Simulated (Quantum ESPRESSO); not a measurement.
**Kohn-Sham bands of HfNCl (R-3m)**

```yaml
crystal:
  lattice:
    - [-1.78229, 3.08703, 0.00000]
    - [-3.56459, 0.00000, 0.00000]
    - [-1.78229, 1.02901, 9.52316]
  atoms:
    - { symbol: Hf, position: [0.12123, 0.12123, 0.63631] }
    - { symbol: Hf, position: [0.87877, 0.87877, 0.36369] }
    - { symbol: N, position: [0.19656, 0.19656, 0.41032] }
    - { symbol: N, position: [0.80344, 0.80344, 0.58968] }
    - { symbol: Cl, position: [0.39139, 0.39139, 0.82582] }
    - { symbol: Cl, position: [0.60861, 0.60861, 0.17418] }
```

Cell from Materials Project (mp-541911), symmetrised, no further relaxation. Not found in the COD (Crystallography Open Database) copy used; not checked further. Level: PBEsol, spinors with spin-orbit coupling; pw.x of Quantum ESPRESSO at 68 Ry with PseudoDojo potentials, 4×4×4 k-points, Wannier90. Density: 10×10×10 mesh, cold smearing 0.01 Ry. The cell is built of weakly bound layers, chains or molecules. Database cells relaxed without dispersion often hold them too far apart, which can enlarge gaps and weakens couplings between them; spacing and stacking were not compared with the measured crystal.

Q: List the Kohn-Sham levels between −8 and 5.2 eV relative to the valence-band maximum at the high-symmetry points, as a band run of pw.x on that density gives them (levels within 2 meV counted together).

A: 
```json
[
 {"point": "Γ", "k (reciprocal lattice)": "0.000 0.000 0.000", "levels (eV)": "-4.36 (×2), -4.06 (×2), -4.04 (×2), -3.50 (×2), -3.42 (×2), -3.35 (×2), -2.65 (×2), -1.46 (×2), -1.45 (×2), -1.35 (×2), -1.32 (×2), 0.00 (×2), 3.29 (×2), 3.40 (×2), 3.79 (×2), 4.33 (×2), 4.64 (×2), 4.81 (×2), 5.04 (×2)"},
 {"point": "T", "k (reciprocal lattice)": "0.000 0.000 0.500", "levels (eV)": "-4.19 (×2), -4.06 (×2), -3.97 (×2), -3.94 (×2), -3.50 (×2), -3.42 (×2), -2.12 (×2), -1.49 (×2), -1.41 (×2), -1.39 (×2), -1.28 (×2), -0.26 (×2), 3.29 (×2), 3.40 (×2), 3.79 (×2), 4.31 (×2), 4.61 (×2), 4.85 (×2)"},
 {"point": "H_2", "k (reciprocal lattice)": "-0.326 -0.651 0.174", "levels (eV)": "-4.67 (×2), -4.55 (×2), -3.97 (×2), -3.74 (×2), -3.70 (×2), -3.20 (×2), -3.14 (×2), -2.41 (×2), -2.27 (×2), -1.49 (×2), -1.39 (×2), -0.28 (×2), 2.19 (×2), 3.44 (×2), 5.12 (×2)"},
 {"point": "H_0", "k (reciprocal lattice)": "-0.349 -0.674 -0.174", "levels (eV)": "-4.67 (×2), -4.55 (×2), -3.97 (×2), -3.74 (×2), -3.70 (×2), -3.20 (×2), -3.14 (×2), -2.41 (×2), -2.27 (×2), -1.49 (×2), -1.39 (×2), -0.28 (×2), 2.19 (×2), 3.44 (×2), 5.12 (×2)"},
 {"point": "L", "k (reciprocal lattice)": "0.000 -0.500 0.000", "levels (eV)": "-5.59 (×2), -4.39 (×2), -3.85 (×2), -3.69 (×2), -3.13 (×2), -3.01 (×2), -2.79 (×2), -2.49 (×2), -2.24 (×2), -1.38 (×2), -0.80 (×2), -0.61 (×2), 3.43 (×2), 4.15 (×2), 4.53 (×2), 4.92 (×2)"},
 {"point": "S_0", "k (reciprocal lattice)": "-0.337 -0.674 -0.337", "levels (eV)": "-4.65 (×2), -4.57 (×2), -3.97 (×2), -3.74 (×2), -3.70 (×2), -3.19 (×2), -3.15 (×2), -2.41 (×2), -2.30 (×2), -1.47 (×2), -1.41 (×2), -0.28 (×2), 2.19 (×2), 3.44 (×2), 5.12 (×2)"},
 {"point": "S_2", "k (reciprocal lattice)": "-0.337 -0.663 0.000", "levels (eV)": "-4.65 (×2), -4.57 (×2), -3.97 (×2), -3.74 (×2), -3.70 (×2), -3.19 (×2), -3.15 (×2), -2.41 (×2), -2.30 (×2), -1.47 (×2), -1.41 (×2), -0.28 (×2), 2.19 (×2), 3.44 (×2), 5.12 (×2)"},
 {"point": "F", "k (reciprocal lattice)": "-0.500 -0.500 0.000", "levels (eV)": "-5.58 (×2), -4.31 (×2), -4.03 (×2), -3.81 (×2), -3.14 (×2), -2.74 (×2), -2.65 (×2), -2.38 (×2), -2.31 (×2), -1.55 (×2), -0.82 (×2), -0.68 (×2), 3.39 (×2), 4.14 (×2), 4.49 (×2), 5.02 (×2)"}
]
```
